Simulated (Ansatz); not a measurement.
All numbers below come from Ansatz 0.2.0, DFT PBE, scalar-relativistic, plane waves, PAW. Settings: cutoff 420 eV, Γ-centred meshes spaced at most about 0.3 Å⁻¹, and about 0.25 Å⁻¹ or finer for metals (2π included), Gaussian smearing. No spin polarisation in the final relaxations.

Temperature and zero-point effects are left out.

Two relaxed structures of AlB₃P₄:

1.

```
Al B P
1.0
    -2.40506    2.40506    4.78072
     2.40506   -2.40506    4.78072
     2.40506    2.40506   -4.78072
Al B P
1 3 4
Direct
  0.50000 0.50000 0.00000
  0.00000 0.00000 0.00000
  0.75000 0.25000 0.50000
  0.25000 0.75000 0.50000
  0.35731 0.35731 0.44551
  0.08819 0.64269 0.00000
  0.91181 0.91181 0.55449
  0.64269 0.08819 0.00000
```

2.

```
Al B P
1.0
     3.33749    0.00000    0.00000
    -1.66874    2.89035    0.00000
     0.00000    0.00000   11.40613
Al B P
1 3 4
Cartesian
  1.6687 0.9634 8.6045
  1.6687 0.9634 2.8722
  0.0000 1.9269 0.2268
  0.0000 1.9269 5.5027
  1.6687 0.9634 4.8684
  1.6687 0.9634 10.9926
  0.0000 1.9269 2.2265
  0.0000 1.9269 7.4793
```

Question: Which would you expect to be lower, and how large is the difference?

Answer: Cell 1 is lower, by 29 meV/atom. Cell 1 has Al and B ordered on zinc blende sites, space group I-42m (No. 121), 13.8 Å³/atom and a gap of 0.92 eV on its mesh; cell 2 has Al and B ordered on wurtzite sites, space group P3m1 (No. 156), 13.8 Å³/atom and no gap. Counting P atoms around Al and B (those within 1.25 times the shortest such distance or 1.15 times the sum of covalent radii), cell 1 and cell 2 both have Al 4, B 4. Both come from invented guesses. A third cell relaxed alike, in Pmm2, lies 7 meV/atom below the lower of the two.

Kohn–Sham gaps at this level usually fall short of measured ones. The zero gap of P3m1 may come from the functional, which often closes small gaps, or the cell may be a true semimetal. Cells relaxed within their symmetry can be saddle points.
